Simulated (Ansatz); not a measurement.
**SnGeO2: phonons across the zone**

Level of theory: DFT PBE, scalar-relativistic, plane waves, PAW in Ansatz 0.2.0. Cutoff 420 eV, 8×8×6 k-points (Γ-centred), fixed occupations. No spin polarisation. Phonons by linear response, acoustic sum rule imposed.

Equilibrium structure at this level:
```xyz
4
Lattice="3.7480 0.0000 0.0000 0.0000 3.7480 0.0000 0.0000 0.0000 4.8158" Properties=species:S:1:pos:R:3 pbc="T T T"
Sn    1.8740    1.8740    1.1564
Ge    0.0000    0.0000    3.7716
O     0.0000    1.8740    4.7598
O     1.8740    0.0000    4.7598
```

The structure comes from a generated guess, relaxed at this level; another structure or a mixture of phases may lie lower. Spin–orbit coupling is left out, which matters for heavy elements. The q mesh is coarse, so values between its points are rough. The run warned that its linear response isn't converged on this k mesh, so dielectric tensors, Born charges and infrared intensities are rough, and the frequencies may be too. No dispersion correction is applied, so modes and constants that involve weak contacts between layers, chains or molecules come out too soft.

Force constants from linear response on a 2×2×2 q mesh.

Path: Γ–X–M–Γ–Z–R–A–Z | X–R | M–A. Only the points of the 2×2×2 mesh were computed; the rest is interpolation, which is rough on so few points. At q = (-0.500, -0.500, 0.000) a computed mode is imaginary, 150i cm⁻¹, so the cell is unstable at this level. Distance along the path (Å⁻¹), then the branches (cm⁻¹, negative for imaginary; the LO field is included):
```
0.000  0 0 0 41 103 183 230 334 387 395 446 463
0.210  -32 29 49 58 121 198 226 332 380 394 443 462
0.419  -34 37 82 88 151 214 239 328 365 390 433 458
0.629  40 41 92 103 175 199 284 329 348 384 419 454
0.838  43 80 88 94 184 193 306 336 336 382 409 452
1.048  36 62 106 113 186 186 243 319 339 362 412 484
1.257  -19 59 103 128 143 192 211 275 295 298 452 513
1.467  -124 75 82 133 156 187 210 227 244 250 474 527
1.676  -150 86 86 140 168 168 195 200 235 235 481 531
1.973  -105 53 78 131 164 185 212 245 257 271 469 524
2.269  -46 50 66 127 146 171 212 304 339 349 439 502
2.565  -44 26 68 85 117 174 223 332 376 409 421 476
2.862  0 0 0 41 103 183 230 334 387 395 446 463
2.943  8 8 9 40 40 183 183 231 334 446 446 511
3.106  20 20 26 41 41 183 183 229 332 443 443 512
3.269  24 24 40 45 45 183 183 225 329 440 440 512
3.433  24 24 47 49 49 183 183 223 327 438 438 513
3.619  24 26 41 56 78 187 194 224 325 437 437 506
3.829  28 29 68 78 132 211 218 278 314 432 439 460
4.038  33 47 89 89 167 207 264 302 343 396 423 441
4.248  36 70 89 92 186 204 300 306 340 375 412 443
4.457  40 75 84 102 189 204 289 311 324 391 392 457
4.667  56 63 107 126 190 191 222 294 306 327 432 491
4.876  -45 71 76 139 167 197 212 258 270 278 460 511
5.086  -140 86 87 143 188 200 208 208 255 256 472 519
5.339  -132 84 85 143 184 199 210 216 254 262 470 518
5.635  47 57 72 138 155 190 210 269 302 326 442 502
5.931  23 36 94 110 126 186 211 300 360 388 419 470
6.228  21 29 51 57 88 184 206 230 323 432 442 500
6.376  43 80 88 94 184 193 306 336 336 382 409 452
6.539  42 80 87 94 185 195 306 333 337 379 409 450
6.702  40 81 84 93 186 199 306 326 337 374 410 447
6.865  38 81 82 93 188 202 306 317 330 376 410 444
7.028  36 80 83 93 189 204 306 313 326 378 410 443
7.110  -150 87 87 140 170 170 195 200 235 235 481 531
7.273  -149 88 88 141 181 181 196 200 238 238 479 528
7.436  -149 88 88 142 193 193 197 200 246 246 476 523
7.599  -148 89 89 143 197 199 199 200 252 252 474 520
```
